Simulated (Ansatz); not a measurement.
Input:

CdTe (rock salt, space group No. 225), a = b = c = 5.9293 Å, α = β = γ = 90.00°; the cell used has 2 atoms.

This is the LDA-relaxed structure.

**Question.** All from DFT-LDA in the program Ansatz with PAW potentials, unless another level is named. Give the electronic character.

**Answer.** metallic (no gap).

**Question.** And the density of states at the Fermi level?

**Answer.** 0.58 states/eV per atom (mean over ±0.08 eV).

**Question.** Next, the formation energy from the elements (no fitted shifts)?

**Answer.** -0.25 eV/atom.

Space group Fm-3m (rock salt). This is a known high-pressure phase of the composition, computed here at zero pressure and temperature. The cell was relaxed with LDA under the symmetry of its start; of distortions, only those at the zone centre were tested. The references are the lowest solids computed at this level, not always the standard phases. Spin–orbit coupling is left out wherever it is not named.

Potentials: the later of the program's two PAW sets.
